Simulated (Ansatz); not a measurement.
**Every step of a relaxation of diamond Si (211), 2 layers**

DFT, PBE, PAW with Ansatz's default frozen-core files, scalar-relativistic (Ansatz 0.2.0); a Γ-centred 3×7×1 k mesh, Fermi–Dirac smearing of 0.02 eV, no spin polarisation. The run relaxes the atoms in the fixed cell.

Command: `ansatz run input.yaml --threads 1 --pin off --max-ram 3584MiB --backend cpu --events-out ev --progress --plain --runs-dir out` It took 51 s on 1 thread of Intel(R) Xeon(R) Platinum 8488C (Sapphire Rapids) (shared host), peak memory 0.59 GiB.

```yaml
crystal:
  lattice:
    - [9.4759515534, 0.0, 0.0]
    - [0.0, 3.8685410222, 0.0]
    - [0.0, 0.0, 17.1168]
  atoms:
    - { symbol: Si, position: [0.791666667, 0.75, 0.4673784938] }
    - { symbol: Si, position: [0.541666667, 0.75, 0.4673784938] }
    - { symbol: Si, position: [0.458333333, 0.25, 0.5326215062] }
    - { symbol: Si, position: [0.208333333, 0.25, 0.5326215062] }
kpoints:
  mp_grid: { grid: [3, 7, 1] }
scf:
  occupations: { method: fermi_dirac, width: 0.02 }
hamiltonian:
  xc: pbe
  pseudopotentials: { kind: paw }
output:
  forces: true
  stress: true
  eigenvalues: true
  write_density: true
  write_potential: true
  elf: true
  volumetric_format: npy
relax:
  f_tol: 0.01
  max_steps: 40
efield:
  axis: 3
  amplitude: 0
  dipole_correction: true
```

Each step lists its free energy a cell above the last geometry, and Cartesian positions (Å) with forces (eV/Å).

The first step:

```
step 1  dF = 244.21 meV
  Si 7.5018 2.9014 8.0000   -0.7474 0.0000 -0.0145
  Si 5.1328 2.9014 8.0000   0.4260 0.0000 0.7111
  Si 4.3431 0.9671 9.1168   -0.4260 0.0000 -0.7111
  Si 1.9742 0.9671 9.1168   0.7474 0.0000 0.0145
```

Real surfaces of this kind reconstruct, which a 1×1 cell forbids.

Where does the relaxation end, and by which steps?

After 10 geometries, with a shortest distance of 2.293 Å. The further steps:
```
step 2  dF = 118.35 meV
  Si 7.4338 2.9014 8.0392   -0.2729 0.0000 -0.0074
  Si 5.1367 2.9014 8.0587   0.2400 0.0000 0.1910
  Si 4.3392 0.9671 9.0581   -0.2400 0.0000 -0.1910
  Si 2.0422 0.9671 9.0776   0.2729 0.0000 0.0074
step 3  dF = 102.59 meV
  Si 7.4137 2.9014 8.0543   0.0602 0.0000 -0.0075
  Si 5.1542 2.9014 8.0875   -0.0091 0.0000 0.0681
  Si 4.3217 0.9671 9.0293   0.0091 0.0000 -0.0681
  Si 2.0622 0.9671 9.0625   -0.0602 0.0000 0.0075
step 4  dF = 61.55 meV
  Si 7.5145 2.9014 8.0741   0.1198 0.0000 -0.0277
  Si 5.2477 2.9014 8.1912   -0.0351 0.0000 0.1388
  Si 4.2283 0.9671 8.9256   0.0351 0.0000 -0.1388
  Si 1.9615 0.9671 9.0427   -0.1198 0.0000 0.0277
step 5  dF = 44.11 meV
  Si 7.6548 2.9014 8.0521   -0.0828 0.0000 -0.0013
  Si 5.3744 2.9014 8.3392   -0.4856 0.0000 0.2629
  Si 4.1016 0.9671 8.7776   0.4856 0.0000 -0.2629
  Si 1.8212 0.9671 9.0647   0.0828 0.0000 0.0013
step 6  dF = 4.74 meV
  Si 7.6183 2.9014 8.0977   0.0384 0.0000 -0.0196
  Si 5.3617 2.9014 8.4545   -0.1024 0.0000 0.0464
  Si 4.1142 0.9671 8.6623   0.1024 0.0000 -0.0464
  Si 1.8576 0.9671 9.0191   -0.0384 0.0000 0.0196
step 7  dF = 1.61 meV
  Si 7.6051 2.9014 8.0451   0.0322 0.0000 -0.0162
  Si 5.3639 2.9014 8.5009   -0.0374 0.0000 0.0033
  Si 4.1120 0.9671 8.6159   0.0374 0.0000 -0.0033
  Si 1.8708 0.9671 9.0717   -0.0322 0.0000 0.0162
step 8  dF = 0.16 meV
  Si 7.5920 2.9014 7.9527   0.0113 0.0000 -0.0068
  Si 5.3608 2.9014 8.4746   -0.0064 0.0000 0.0071
  Si 4.1152 0.9671 8.6422   0.0064 0.0000 -0.0071
  Si 1.8840 0.9671 9.1641   -0.0113 0.0000 0.0068
step 9  dF = 0.03 meV
  Si 7.5895 2.9014 7.9345   -0.0025 0.0000 -0.0006
  Si 5.3618 2.9014 8.4787   -0.0006 0.0000 -0.0021
  Si 4.1141 0.9671 8.6381   0.0006 0.0000 0.0021
  Si 1.8865 0.9671 9.1823   0.0025 0.0000 0.0006
step 10  dF = 0.00 meV
  Si 7.5860 2.9014 7.9183   -0.0010 0.0000 0.0003
  Si 5.3608 2.9014 8.4732   0.0035 0.0000 -0.0007
  Si 4.1151 0.9671 8.6436   -0.0035 0.0000 0.0007
  Si 1.8900 0.9671 9.1985   0.0010 0.0000 -0.0003
```
